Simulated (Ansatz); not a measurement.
TiNF:
```yaml
crystal:
  lattice:
    - [3.01308, 0.00000, 0.00000]
    - [0.00000, 3.88598, 0.00000]
    - [0.00000, 0.00000, 5.63267]
  atoms:
    - { symbol: Ti, position: [0.50000, 0.00000, 0.85699] }
    - { symbol: Ti, position: [0.00000, 0.50000, 0.14301] }
    - { symbol: N, position: [0.50000, 0.50000, 0.91676] }
    - { symbol: N, position: [0.00000, 0.00000, 0.08324] }
    - { symbol: F, position: [0.00000, 0.00000, 0.62405] }
    - { symbol: F, position: [0.50000, 0.50000, 0.37595] }
```

Relaxed with LDA. Special points in fractions of this cell's reciprocal vectors: Γ (0.000, 0.000, 0.000); X (0.500, 0.000, 0.000); S (0.500, 0.500, 0.000); Y (0.000, 0.500, 0.000); Z (0.000, 0.000, 0.500); U (0.500, 0.000, 0.500); R (0.500, 0.500, 0.500); T (0.000, 0.500, 0.500).

### Question
List the band energies nearest the valence-band maximum at these points for LDA (plane waves, PAW; program Ansatz).

### Answer
In eV from the valence-band maximum; about four levels below and three above (degenerate sets whole), none deeper than 8.9 eV; points with the same levels are listed once.

```json
[
 {"k": "Γ", "below": "-2.59 -2.49 -1.36 -0.01", "above": "0.58 1.47 1.61"},
 {"k": "X", "below": "-3.19 -3.19 -1.71 -1.71", "above": "1.87 1.87 2.07 2.07"},
 {"k": "S", "below": "-3.24 -3.24 -2.79 -2.79", "above": "2.02 2.02 2.09 2.09"},
 {"k": "Y", "below": "-2.99 -2.99 -2.36 -2.36", "above": "1.02 1.02 2.32 2.32"},
 {"k": "Z", "below": "-3.16 -3.02 -1.37 0.00", "above": "0.58 1.40 1.69"},
 {"k": "U", "below": "-3.16 -3.16 -1.66 -1.66", "above": "1.91 1.91 2.08 2.08"},
 {"k": "R", "below": "-3.04 -3.04 -2.88 -2.88", "above": "1.95 1.95 2.12 2.12"},
 {"k": "T", "below": "-2.93 -2.93 -2.61 -2.61", "above": "1.22 1.22 2.28 2.28"}
]
```

Space group Pmmn. The first step of the workflow began from a Materials Project structure, measured or hypothetical; the Crystallography Open Database copy checked does not list it. Whether it is the stable phase at ambient conditions was not checked. Symmetry was held in the LDA relaxation; its stability against distortions is not shown here. The run is not spin-polarised. A crystal of weakly bound layers computed without a dispersion correction: the cell and the soft elastic constants depend strongly on that.

Potentials: the later of the program's two PAW sets.
